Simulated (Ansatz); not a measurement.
**Scan of one atom of the cell for AlNi (CsCl type)**

Relaxed AlNi (CsCl type):

```
AlNi
1.0
    2.86332     0.00000     0.00000
    0.00000     2.86332     0.00000
    0.00000     0.00000     2.86332
Al Ni
1 1
Direct
  0.00000   0.00000   0.00000
  0.50000   0.50000   0.50000
```

In this cell atom 2 (Ni, nearest neighbour Al at 2.480 Å; its periodic images, 2.9 Å or more away, move with it) is moved by s along Cartesian [110], unit vector (0.707, 0.707, 0.000); all other atoms and the cell stay fixed.

All values below come from r2SCAN (plane waves to 500 eV, PAW, scalar-relativistic; Ansatz, a first-principles code). k mesh 13×13×13 (Γ-centred), Fermi-Dirac smearing 0.05 eV. E stands for the smeared free energy. Stress and pressure are positive under compression. With partly filled bands, energies and forces of such displacements shift with the k mesh and the smearing. F∥ is the force on the atom along that direction. AlNi is run without spin polarisation. AlNi was relaxed with its symmetry unable to fall. The PAW data are Ansatz's earlier set. ΔE is measured from the undisplaced structure.

```
s (Å)   ΔE (meV/cell)  P (GPa)  F∥ (eV/Å)
------  -------------  -------  ---------
-0.740           2457     42.4      8.289
-0.592           1425     26.3      5.738
-0.444            732     14.4      3.715
-0.296            302      6.2      2.171
-0.148             72      1.5      0.989
0.000               0     -0.1      0.000
0.148              72      1.5     -0.989
0.296             302      6.2     -2.171
0.444             732     14.4     -3.715
0.592            1425     26.3     -5.738
0.740            2457     42.4     -8.289
```

Key numbers:

| Property | Result |
|---|---|
| Energy at s = 0.740 Å | 2457 meV/cell |
| Force along the line at s = -0.740 Å | 8.29 eV/Å |
| Symmetry of the curve | even: the same for both signs |
| Shape of the curve | a single well with its minimum at or next to zero displacement |
| Force constant k = d²E/ds² at s = 0 (finite differences) | 6.46 eV/Å² |
| Harmonic estimate at the end of the scan | ½ks² = 1769 meV/cell against the computed 2457 meV/cell, so the well is stiffer than harmonic there |
| Zone-centre optical wavenumber from k | 308 cm⁻¹ |

The 11 points together took about 9 core-minutes (a rough figure).

(A displaced cell: forces are minus the slopes of the energy, force constants its curvatures, and phonons follow from these.)
